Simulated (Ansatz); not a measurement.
Cs2AgF4:
```yaml
crystal:
  lattice:
    - [-2.21500, 2.21500, 7.22720]
    - [2.21500, -2.21500, 7.22720]
    - [2.21500, 2.21500, -7.22720]
  atoms:
    - { symbol: F, position: [0.15065, 0.15065, 0.00000] }
    - { symbol: F, position: [0.84935, 0.84935, 0.00000] }
    - { symbol: Cs, position: [0.35547, 0.35547, 0.00000] }
    - { symbol: Cs, position: [0.64453, 0.64453, 0.00000] }
    - { symbol: F, position: [0.50000, 0.00000, 0.50000] }
    - { symbol: F, position: [0.00000, 0.50000, 0.50000] }
    - { symbol: Ag, position: [0.00000, 0.00000, 0.00000] }
```

Relaxed with PBEsol.

### Question
Map the electron localisation function on the plane through (0.151, 0.151, 0.000) spanned by u = [1, 1, 0] and v = [1, -1, 0] in lattice vectors, from DFT-PBEsol in the program Ansatz with PAW potentials.

### Answer
x is the fraction of u, y of v (the angle between them is 90°; rows are the nearest grid lines); atoms in the plane: F at (0.00, 0.00), F at (0.50, 0.50), F at (0.20, 0.50), F at (0.70, 0.00), Cs at (0.20, 0.00), Cs at (0.70, 0.50), Cs at (0.49, 0.00), Cs at (0.99, 0.50), Ag at (0.35, 0.50), Ag at (0.85, 0.00).
```
|4881189300897101798039812874771479741774|
|6881189401997000798159812886861478741786|
|9861089978993000499899701689841356531489|
|8740079999971000189999600478620244420278|
|5420058999940000059998400245310122210135|
|0000002343200000002432000000000000000000|
|1100000000000000000000000011100000000011|
|7641000000000010000000001467640000000467|
|9995003675101333101563006999996000016999|
|9997005887303555203885007999998200038999|
|5898017998514666315897118985799500059975|
|0498128858714797417788118930089700179800|
|0498128858714797417788118930089700179800|
|5898017998514666315897118985799500059975|
|9997005887303555203885007999998200038999|
|9995003675101333101563006999996000016999|
|7641000000000010000000001467640000000467|
|1100000000000000000000000011100000000011|
|0000002343200000002432000000000000000000|
|5420058999940000059998400245310122210135|
|8740079999971000189999600478620244420278|
|9861089978993000499899701689841356531489|
|6881189401997000798159812886861478741786|
|4881189300897101798039812874771479741774|
```
Scale: ten equal steps from 0.000 (start of '0') to 0.899 (end of '9'), in the order '0123456789'; x runs from 0.000 to 1.00, y from 0.000 (bottom) to 1.00 (top).

The density is the valence pseudo-density with augmentation charge, so density and ELF within about 1 Å of a nucleus are not all-electron values.

Space group I4/mmm. The workflow started from an entry of the Crystallography Open Database (COD). Its standing as an ambient phase is unchecked. The PBEsol relaxation kept the symmetry of its start; its stability against distortions is not shown here. The run is not spin-polarised. Spin–orbit coupling is left out wherever it is not named.

Potentials: the later of the program's two PAW sets.
